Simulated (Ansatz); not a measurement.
Input, command and steps of an Ansatz relaxation.

```yaml
crystal:
  lattice:
    - [-3.90887744, 3.90887744, -3.90887744]
    - [3.90887744, 3.90887744, 3.90887744]
    - [3.90887744, -3.90887744, -3.90887744]
  atoms:
    - { symbol: Ru, position: [0.2504796567, 0.248868651, 0.5046635301] }
    - { symbol: Ru, position: [0.7477606087, 0.2497316261, 0.9976555093] }
    - { symbol: Ag, position: [0.7492243295, 0.9997243151, 0.2455126035] }
    - { symbol: Os, position: [0.2466837453, 0.9972112838, 0.7464115153] }
    - { symbol: Os, position: [0.7484979984, 0.4961344889, 0.7436983041] }
    - { symbol: Os, position: [0.9956023951, 0.5036223665, 0.4987746609] }
    - { symbol: Os, position: [0.5040004081, 0.2520530393, 0.2499046435] }
    - { symbol: Os, position: [0.7529178858, 0.7504964873, 0.4985749482] }
    - { symbol: Os, position: [0.2468344118, 0.4955090985, 0.2485420243] }
    - { symbol: Os, position: [0.9962931851, 0.7479657847, 0.2458305589] }
    - { symbol: Os, position: [0.4954570075, 0.4991243875, 0.9964866934] }
    - { symbol: Os, position: [0.2548892385, 0.7485953205, 0.0014207751] }
    - { symbol: Pt, position: [0.0016105263, 0.2490380103, 0.7501297225] }
    - { symbol: Pt, position: [0.5016683741, 0.7540023115, 0.7519995878] }
    - { symbol: Pt, position: [0.0010787114, 0.0014884686, 0.0021176403] }
    - { symbol: Au, position: [0.5058413951, 0.997275573, 0.4993332087] }
  symmetry: { detect: false }
basis:
  ecutwfc: 420
kpoints:
  mp_grid: { grid: [3, 3, 3], shift: [0.0, 0.0, 0.0] }
hamiltonian:
  xc: pbe
scf:
  occupations: { method: gaussian, width: 0.1 }
  lower_state_search: "off"
output:
  forces: true
  stress: true
  eigenvalues: true
relax:
  adjacent_minimum: "off"
  f_tol: 0.04
  max_steps: 50
  cell: { stress_tol: 0.3 }
```

```bash
ansatz run input.yaml --threads 4 --pin off --max-ram 9216MiB --backend cpu --events-out ev --progress --plain --runs-dir out
```

These are results of DFT PBE, scalar-relativistic, plane waves, PAW (Ansatz), not measurements.

Of 7 frames 6 are shown, positions in Å and forces in eV/Å; the SCF threshold varies from step to step. Steps run on the plane waves of an earlier cell, with a Pulay correction in the pressure. The basis is chosen afresh for the last frame, the zero of the energies, and at times for earlier ones too; energy and pressure can step there, also at an unchanged geometry. Where two frames share a geometry here, they differ by under 2 meV/atom and 0.3 GPa. The mark taken_back stands on steps that the optimiser undid.

```xyz
16
Lattice="-3.9089 3.9089 -3.9089 3.9089 3.9089 3.9089 3.9089 -3.9089 -3.9089" Properties=species:S:1:pos:R:3:forces:R:3 pbc="T T T" step=1 free_energy_over_end_meV_per_atom=53.13 pressure_GPa=-4.25
Ru    1.9664   -0.0208   -1.9790   -0.2288    0.8057   -0.2418
Ru    1.9530   -0.0006   -5.8464    1.4567    0.6398    0.1018
Ag    1.9389    5.8767    0.0195    0.0981    0.2770   -0.3122
Os    5.8514    1.9446    0.0161    0.5209   -0.4559   -0.0259
Os    1.9206    1.9581   -3.8935    0.7910    0.4022   -0.0774
Os    0.0266    3.9106   -3.8727    0.4854    0.8135    0.5461
Os   -0.0080    1.9785   -1.9617    0.5882    1.0096    1.2846
Os    1.9394    3.9278   -1.9583   -1.5989   -0.8583   -1.1382
Os    1.9436    1.9302    0.0005   -0.2047    0.0712    0.0747
Os   -0.0098    5.8572   -1.9316   -0.5664   -1.0725   -0.6809
Os    3.9095   -0.0074   -3.8808   -0.5082   -0.5944   -1.2681
Os    1.9354    3.9169    1.9243   -0.1875   -0.9227    1.4680
Pt    3.8993   -1.9524   -1.9650    0.4324    0.5801   -0.4935
Pt    3.9258    1.9688   -1.9531   -0.9457   -0.8743    0.4242
Pt    0.0099    0.0018   -0.0067   -0.8109    0.6148   -0.4859
Au    3.8728    3.9237   -0.0309    0.6783   -0.4359    0.8245
16
Lattice="-3.8787 3.8436 -3.8233 3.8755 3.8397 3.8226 3.8704 -3.8429 -3.8143" Properties=species:S:1:pos:R:3:forces:R:3 pbc="T T T" step=2 free_energy_over_end_meV_per_atom=87.21 pressure_GPa=20.67 taken_back
Ru    1.9026    0.0768   -1.9639    0.4900   -0.6102    0.6831
Ru    2.0495    0.0548   -5.7146   -1.6817   -0.7888   -0.2734
Ag    1.9238    5.7821   -0.0016   -0.0154   -0.1996    0.1419
Os    5.8611    1.8736    0.0139   -0.6083    0.4671   -0.1639
Os    1.9952    1.9667   -3.8204   -0.4641   -0.9561   -0.0687
Os    0.0444    3.9192   -3.7546   -0.9258   -1.2081   -1.4845
Os    0.0485    2.0518   -1.7917   -1.2762   -2.5915   -2.0339
Os    1.7915    3.7621   -2.0188    2.6285    1.5803    1.6349
Os    1.8927    1.9278    0.0269    0.5193   -0.4216   -0.0141
Os   -0.0505    5.6502   -1.9832    0.1893    1.5719    1.7782
Os    3.8307   -0.0570   -3.9096   -0.0717    1.6911    1.8822
Os    1.8893    3.7502    2.0443    0.3656    1.0890   -1.6767
Pt    3.8857   -1.8689   -1.9447   -0.6028   -0.7011    0.7038
Pt    3.7971    1.8368   -1.8556    0.9357    1.0493   -0.6518
Pt   -0.0645    0.0498   -0.0543    1.3829   -0.6330    0.7386
Au    3.9112    3.8196    0.0721   -0.8659    0.6615   -1.1957
16
Lattice="-3.9164 3.8867 -3.9071 3.9438 3.9230 3.9160 3.8919 -3.8956 -3.8914" Properties=species:S:1:pos:R:3:forces:R:3 pbc="T T T" step=3 free_energy_over_end_meV_per_atom=5.65 pressure_GPa=-2.55
Ru    1.9457    0.0377   -1.9792    0.0695    0.2359   -0.0622
Ru    2.0071    0.0263   -5.8283    0.3207    0.2107    0.0454
Ag    1.9711    5.8951    0.0091   -0.0251   -0.1678    0.0951
Os    5.8994    1.9428    0.0336    0.2133   -0.1383   -0.1548
Os    1.9702    1.9772   -3.8826    0.2182    0.1812   -0.1044
Os    0.0443    3.9369   -3.8458    0.2048    0.3205    0.1157
Os    0.0190    2.0089   -1.8987    0.1910    0.4330    0.4483
Os    1.8897    3.8828   -1.9977   -0.3421   -0.2310   -0.1590
Os    1.9392    1.9479    0.0232    0.0372   -0.1436   -0.0388
Os   -0.0223    5.7991   -1.9564   -0.4171   -0.4185    0.0155
Os    3.8786   -0.0179   -3.9120   -0.2900   -0.1424   -0.5178
Os    1.9406    3.8708    2.0080    0.0980   -0.1873    0.4025
Pt    3.9052   -1.9108   -1.9650    0.0991   -0.0316   -0.0120
Pt    3.8881    1.9267   -1.9100   -0.1432   -0.0010   -0.0455
Pt   -0.0205    0.0297   -0.0295   -0.1769    0.0222    0.0075
Au    3.9371    3.9154    0.0301   -0.0574    0.0580   -0.0356
16
Lattice="-3.9089 3.8770 -3.8929 3.9385 3.9158 3.9020 3.8927 -3.8861 -3.8858" Properties=species:S:1:pos:R:3:forces:R:3 pbc="T T T" step=4 free_energy_over_end_meV_per_atom=0.47 pressure_GPa=0.14
Ru    1.9700    0.0692   -1.9677   -0.0897   -0.0691   -0.0240
Ru    2.0234    0.0288   -5.8194   -0.0549   -0.0022   -0.0603
Ag    1.9756    5.8627    0.0032   -0.0889   -0.0209    0.0764
Os    5.9110    1.9315    0.0064    0.0260   -0.0961   -0.0351
Os    1.9940    1.9705   -3.8811    0.0854    0.1557    0.0159
Os    0.0455    3.9563   -3.8440    0.0082    0.1212   -0.0374
Os    0.0247    2.0135   -1.8641    0.0324    0.0709    0.0836
Os    1.8726    3.8652   -2.0091    0.0215   -0.0090    0.0987
Os    1.9473    1.9221    0.0187    0.0000   -0.0434   -0.1334
Os   -0.0584    5.7664   -1.9452    0.0033   -0.0206    0.0465
Os    3.8395   -0.0146   -3.9360    0.0036    0.0236    0.0496
Os    1.9600    3.8588    2.0420   -0.1238   -0.0490   -0.0780
Pt    3.9090   -1.9011   -1.9684    0.0602    0.0333    0.0194
Pt    3.8860    1.9332   -1.9139    0.0409   -0.0223   -0.0273
Pt   -0.0216    0.0261   -0.0249    0.0515   -0.0291    0.0264
Au    3.9333    3.9139    0.0344    0.0238   -0.0426   -0.0208
16
Lattice="-3.9103 3.8761 -3.8985 3.9467 3.9211 3.9071 3.8859 -3.8847 -3.8826" Properties=species:S:1:pos:R:3:forces:R:3 pbc="T T T" step=5 free_energy_over_end_meV_per_atom=0.03 pressure_GPa=-0.03
Ru    1.9614    0.0664   -1.9688   -0.0009   -0.0007    0.0092
Ru    2.0143    0.0321   -5.8234    0.0189    0.0226    0.0175
Ag    1.9800    5.8661    0.0142   -0.0086   -0.0024   -0.0091
Os    5.9180    1.9278    0.0049   -0.0167    0.0248   -0.0065
Os    1.9947    1.9850   -3.8764    0.0557   -0.0169   -0.0474
Os    0.0508    3.9721   -3.8451   -0.0612   -0.0207    0.0002
Os    0.0313    2.0234   -1.8581   -0.0273   -0.0215   -0.0033
Os    1.8748    3.8715   -2.0012    0.0127    0.0100    0.0237
Os    1.9502    1.9193    0.0094   -0.0061   -0.0339   -0.0028
Os   -0.0576    5.7686   -1.9400    0.0065   -0.0014   -0.0024
Os    3.8319   -0.0068   -3.9280   -0.0300    0.0033    0.0078
Os    1.9552    3.8539    2.0366    0.0387    0.0361    0.0277
Pt    3.9065   -1.8996   -1.9643    0.0164    0.0128    0.0183
Pt    3.8860    1.9348   -1.9132    0.0038   -0.0101   -0.0109
Pt   -0.0199    0.0240   -0.0267    0.0110   -0.0032   -0.0205
Au    3.9417    3.9155    0.0375   -0.0127    0.0013   -0.0016
16
Lattice="-3.9102 3.8760 -3.8971 3.9450 3.9206 3.9068 3.8875 -3.8857 -3.8842" Properties=species:S:1:pos:R:3:forces:R:3 pbc="T T T" step=7 free_energy_over_end_meV_per_atom=0.00 pressure_GPa=-0.01
Ru    1.9605    0.0655   -1.9680    0.0185    0.0005   -0.0097
Ru    2.0164    0.0324   -5.8238    0.0027    0.0057    0.0163
Ag    1.9777    5.8643    0.0130   -0.0021   -0.0040   -0.0014
Os    5.9166    1.9275    0.0046   -0.0011   -0.0119   -0.0060
Os    2.0020    1.9829   -3.8811   -0.0147    0.0046    0.0137
Os    0.0458    3.9704   -3.8445    0.0002    0.0106    0.0059
Os    0.0268    2.0206   -1.8564    0.0141    0.0034   -0.0030
Os    1.8738    3.8686   -2.0004    0.0038    0.0070   -0.0007
Os    1.9500    1.9128    0.0068    0.0041    0.0117   -0.0037
Os   -0.0567    5.7687   -1.9400    0.0005   -0.0024   -0.0076
Os    3.8283   -0.0074   -3.9292    0.0019   -0.0048    0.0110
Os    1.9588    3.8596    2.0411   -0.0075   -0.0124   -0.0084
Pt    3.9108   -1.8975   -1.9642   -0.0016    0.0010   -0.0003
Pt    3.8871    1.9325   -1.9143   -0.0090   -0.0081   -0.0041
Pt   -0.0184    0.0245   -0.0251   -0.0071   -0.0020   -0.0049
Au    3.9391    3.9147    0.0356   -0.0027    0.0010    0.0031
```

The run took 81 s on 4 threads of Intel(R) Xeon(R) Platinum 8488C (Sapphire Rapids), with other jobs on the host, peak memory 1.5 GiB.

The k mesh is coarse. Spin–orbit coupling is left out, which can shift energies with elements as heavy as these.